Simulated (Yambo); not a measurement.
G0W0@PBEsol for Zn3PBr3 (space group Pm, No. 6) in Yambo. Reference settings: 2×4×2 Γ-centred k mesh, bands 13 to 209 and a 6 Ry block in the screening, 209 bands in G with the Bruneval-Gonze terminator, plasmon pole fitted at 27.2 eV. The PBEsol gap Γ → Γ on this mesh is 1.63 eV; G0W0 gaps are taken between the same points.

The settings were changed. The gap went from 2.98 eV to 2.96 eV, and the shift of the valence edge from -0.77 eV to -0.70 eV.

What was changed between the two runs?
(A) pole fitted at 15 eV
(B) 92 bands in W, 92 bands in G
(C) 92 bands in G, no terminator
(D) 1×2×1 mesh

A, pole fitted at 15 eV. The others gave (gap, valence shift): 92 bands in W, 92 bands in G: 3.05, -0.51 eV; 92 bands in G, no terminator: 2.92, -0.20 eV; 1×2×1 mesh: 2.70, -0.57 eV.

Spin-orbit coupling is not included.

Geometry of the Materials Project entry, not relaxed at this level; primitive cell a = 6.597 Å, b = 4.007 Å, c = 6.933 Å, α = γ = 90.00°, β = 90.63°.

The structure is a Materials Project entry; no match was found in the copy of COD used, and its stability was not checked.

A shift is the quasiparticle energy of the state minus its PBEsol energy.
